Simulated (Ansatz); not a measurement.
# PbAu2: do energies and stresses tell the same story?

The calculation used DFT r2SCAN, scalar-relativistic, plane waves, PAW in Ansatz 0.2.0.

Plane waves to 500 eV, a k mesh through Γ of 8×8×8 on the computed 6-atom cell and Gaussian smearing (0.02 eV); no spin polarisation.

Relaxed cell: Fd-3m, a = 8.045 Å, b = 8.045 Å, c = 8.045 Å, α = 90.00°, β = 90.00°, γ = 90.00°, 6 atoms in the primitive cell. Whether it is the stable form of this composition wasn't checked.

Energies at zero smearing and pressures from the stress tensor, at volumes with shape and atoms relaxed:
```csv
V (Å³/atom),E − E(first) (meV/atom),P (GPa)
20.393,0.00,7.09
21.043,-20.67,3.20
21.694,-26.97,0.00
22.345,-21.46,-2.63
22.996,-6.22,-4.79
```

Problem. Check P = −dE/dV between neighbouring volumes, and get the bulk modulus from the pressures alone.

Solution. With 1 eV/Å³ = 160.2 GPa:
```
middle V (Å³/atom)  −ΔE/ΔV (GPa) mean P (GPa)
            20.718         5.088         5.146
            21.369         1.551         1.604
            22.020        -1.357        -1.315
            22.670        -3.750        -3.713
```

The two differ by 0.06 GPa at most. The mean of two end pressures misses the average over a step by about ΔV² P″/12, up to 0.06 GPa here; with that taken off 0.00 GPa remains. Around V = 21.694 Å³/atom, the two neighbours give B = −V ΔP/ΔV = 21.694 × 5.84 / 1.302 = 97.3 GPa, against B0 = 96.7 GPa from the Birch–Murnaghan fit of the energies.

Spin–orbit coupling is left out, which can shift energies with elements as heavy as these. The smearing is narrow for a metal on this mesh.

The bands only touch here, so at this level the crystal is a zero-gap semiconductor or semimetal, not an ordinary metal; spin–orbit coupling, left out, can open or move such a gap.

Cost: 6 runs of about 8 core-minutes in all, on Arm Neoverse V1 (shared hosts).